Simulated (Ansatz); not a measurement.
All-electron LAPW in Ansatz 0.2.0 under PBE, scalar-relativistic, energies extrapolated to zero smearing. Slabs are 1×1 cells cut from bulk crystals relaxed on PAW files, with atoms then relaxed, 16 to 20 Å of vacuum, a dipole correction, k spacings of 0.16 to 0.26 Å⁻¹ and smearing of 0.02 to 0.1 eV, without spin–orbit coupling or spin polarisation. The bulk type named needn't be the stable one, and no reconstruction is allowed.

```json
{"slab": "hcp Hf (0001), 5 layers", "area (Å²)": "8.89", "γ (J/m²)": "1.73", "Φ (eV)": "4.35", "Δd12 (%)": "-6.2"}
{"slab": "fcc Au (111), 5 layers", "area (Å²)": "7.49", "γ (J/m²)": "?", "Φ (eV)": "5.09", "Δd12 (%)": "1.1"}
{"slab": "bcc Rb (111), 6 layers", "area (Å²)": "55.72", "γ (J/m²)": "?", "Φ (eV)": "2.10", "Δd12 (%)": "-17.3"}
{"slab": "hcp Hf (0001), 4 layers", "area (Å²)": "8.89", "γ (J/m²)": "1.72", "Φ (eV)": "4.34", "Δd12 (%)": "-6.7"}
```

Question: What belongs in the row "bcc Rb (111), 6 layers", column "γ (J/m²)"?

Answer: 0.10.

Question: Give the missing entry: row "fcc Au (111), 5 layers", column "γ (J/m²)".

Answer: 0.72.
